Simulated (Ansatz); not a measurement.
Ag:
```yaml
crystal:
  lattice:
    - [2.81487, 0.00000, 0.00000]
    - [-1.40744, 2.43775, 0.00000]
    - [0.00000, 0.00000, 4.67349]
  atoms:
    - { symbol: Ag, position: [0.33333, 0.66667, 0.25000] }
    - { symbol: Ag, position: [0.66667, 0.33333, 0.75000] }
```

Relaxed with LDA. Special points in fractions of this cell's reciprocal vectors: Γ (0.000, 0.000, 0.000); M (0.500, 0.000, 0.000); K (0.333, 0.333, 0.000); A (0.000, 0.000, 0.500); L (0.500, 0.000, 0.500); H (0.333, 0.333, 0.500).

### Question
List the band energies nearest the Fermi level at these points for plane-wave PAW LDA (Ansatz code).

### Answer
In eV from the Fermi level; about four levels below and three above (degenerate sets whole), none deeper than 8.9 eV; … stands for higher levels left out; points with the same levels are listed once.

| k | below | above |
|---|---|---|
| Γ | -4.20 -4.20 -3.12 -3.12 -0.79 | 3.61 15.80 … |
| M | -3.97 -2.93 -2.92 -2.78 | 0.08 1.69 6.94 |
| K | -4.22 -3.30 -3.30 -3.21 | 3.33 3.36 3.36 |
| A | -3.47 -3.47 -3.47 -3.47 | 11.16 11.16 … |
| L | -3.19 -3.19 -2.83 -2.83 | 0.61 0.61 4.90 4.90 |
| H | -4.24 -4.24 -3.07 -3.07 | 4.26 4.26 5.85 5.85 |

Space group P6_3/mmc (hcp (Mg type)). The first step of the workflow began from a Materials Project structure, measured or hypothetical; the Crystallography Open Database files this formula in space group No. 194, but the cells were not matched. It is not the phase usual at ambient conditions (space group No. 225). Symmetry was held in the LDA relaxation; whether a distortion lowers the energy is not shown. The run is not spin-polarised. Scalar-relativistic: spin–orbit coupling is off unless named, which matters more the heavier the elements.

Potentials: the earlier of the program's two PAW sets. The files were generated under PBE; for other functionals the program regenerates the frozen cores, and for LDA and PBEsol the local potential too.
